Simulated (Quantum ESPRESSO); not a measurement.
# Ta2Mo3AlHf2: one composition in several site orders

Computed values, not a measurement. The program is pw.x of Quantum ESPRESSO 7.5 (plane-wave density functional theory). The cell is made up: eight metal atoms on a hexagonal close-packed lattice, with elements, volume, strain and displacements drawn at random and not relaxed, so it may be unstable or far from any real phase. PseudoDojo standard norm-conserving files set the functional (PBE unless stated); there is no spin polarisation or spin-orbit coupling, the Fermi-Dirac width of 0.25 eV means electrons at about 2900 K, and the masses in the input are unused placeholders. Heavy elements are run without spin-orbit coupling, which real alloys of them have. A spin test at this wide smearing found no moment, but such smearing suppresses magnetism that the real alloy may have.

The runs put one composition on the sites in different orders. Cell, positions, cutoff, mesh and smearing stay as in the input of run 1; sites are counted in its order. Stress in the tables is positive in tension.

Input of run 1:

```
&control calculation='scf', pseudo_dir='./dojo.nc.sr.pbe.v0_5.standard.upf', outdir='./o', disk_io='minimal', tprnfor=.true., tstress=.true. /
&system ibrav=0, nat=8, ntyp=4, nbnd=65, ecutwfc=79.96652505, nosym=.true., tot_charge=0,
 occupations='smearing', smearing='fd', degauss=0.0183746611
/
&electrons conv_thr=1.470e-08, electron_maxstep=70, mixing_beta=0.5 /
ATOMIC_SPECIES
Al 1.0 Al.upf
Hf 1.0 Hf.upf
Mo 1.0 Mo.upf
Ta 1.0 Ta.upf
CELL_PARAMETERS angstrom
0.0 5.2171 0.0
3.0121 0.0 4.8592
3.0121 0.0 -4.8592
ATOMIC_POSITIONS angstrom
Ta -0.0094 0.0377 0.0024
Mo 3.0306 0.0232 0.0667
Al 3.0341 1.7462 -2.2945
Ta 2.9627 1.7642 2.4318
Hf 1.4189 2.6339 -0.0565
Hf 4.5355 2.6394 -0.0053
Mo 1.4681 4.3676 -2.4324
Mo 1.4428 4.3003 2.3796
K_POINTS automatic
5 5 5 1 1 1
```

| run | elements on sites 1 to 8 | free energy less that of run 1 (eV) | -TS (eV) | pressure (GPa) | stress xx (GPa) | stress yy (GPa) | stress zz (GPa) | stress yz (GPa) | stress xz (GPa) | stress xy (GPa) | iterations |
| --- | --- | --- | --- | --- | --- | --- | --- | --- | --- | --- | --- |
| 1 | Ta Mo Al Ta Hf Hf Mo Mo | 0.000 | -2.089 | -7.20 | 7.27 | 9.82 | 4.52 | -0.76 | 0.03 | -0.12 | 17 |
| 2 | Ta Mo Hf Mo Al Hf Ta Mo | -0.276 | -2.005 | -7.56 | 10.62 | 7.58 | 4.49 | -1.75 | 0.38 | 0.25 | 17 |
| 3 | Mo Mo Hf Ta Mo Hf Al Ta | -0.058 | -1.972 | -7.27 | 9.02 | 7.45 | 5.33 | 0.57 | 0.02 | -0.06 | 17 |
| 4 | Hf Mo Mo Al Mo Hf Ta Ta | -0.125 | -2.091 | -7.27 | 11.09 | 7.08 | 3.64 | -0.42 | 0.88 | 0.17 | 17 |
| 5 | Al Ta Ta Mo Hf Hf Mo Mo | 0.022 | -1.948 | -7.20 | 7.33 | 8.16 | 6.10 | 0.02 | 0.11 | 0.40 | 18 |
| 6 | Mo Hf Al Ta Mo Hf Mo Ta | -0.141 | -2.048 | -7.30 | 10.35 | 7.89 | 3.67 | -0.24 | 1.19 | 0.02 | 17 |

Forces Fx Fy Fz (eV/Å):

| site | run 1 | run 2 | run 3 | run 4 | run 5 | run 6 |
| --- | --- | --- | --- | --- | --- | --- |
| 1 | 0.04 0.14 0.24 | 0.39 0.17 -0.49 | 0.31 0.07 -0.10 | 0.37 0.38 -0.27 | -0.07 0.03 -0.12 | 0.53 0.07 0.41 |
| 2 | 0.01 0.40 -0.21 | -0.41 0.07 0.34 | -0.41 -0.01 0.08 | -0.31 -0.08 0.11 | -0.18 0.05 0.11 | -0.50 -0.07 -0.69 |
| 3 | -0.24 -0.42 -0.78 | -0.25 -0.69 -0.92 | -0.92 -0.66 -0.93 | -0.41 -0.02 -0.20 | -0.16 -0.58 -1.60 | -0.51 -0.03 -1.10 |
| 4 | 0.01 -0.17 -0.53 | 0.29 0.01 -0.20 | 0.36 -0.36 -0.23 | 0.09 -0.21 -0.50 | 0.10 -0.20 0.28 | 0.28 0.17 0.27 |
| 5 | 1.00 -0.06 0.55 | 0.40 -0.03 0.61 | 0.18 -0.03 -0.10 | 0.83 -0.04 0.14 | 0.43 -0.02 0.48 | -0.06 -0.22 0.01 |
| 6 | -0.72 -0.04 0.55 | -0.17 0.16 0.55 | 0.11 0.34 1.27 | -0.77 -0.14 0.47 | -0.09 -0.03 0.64 | 0.42 0.24 0.61 |
| 7 | 0.14 0.10 0.04 | -0.53 0.22 0.55 | -0.13 0.16 0.40 | 0.03 0.12 0.54 | -0.20 0.40 -0.04 | 0.15 -0.13 0.71 |
| 8 | -0.23 0.05 0.14 | 0.29 0.07 -0.43 | 0.49 0.50 -0.38 | 0.17 -0.01 -0.29 | 0.17 0.36 0.24 | -0.31 -0.03 -0.23 |

The sites are displaced and not relaxed, so the energy differences hold strain from misfit and are not ordering energies. A rerun of one cell of this series at a higher cutoff and on a denser mesh moved values by no more than 0.002 eV in energy, 0.02 GPa in stress and 0.004 eV/Å in force, and a second program with other atomic files agreed on that cell to 2 % rms in force and 0.5 GPa in pressure.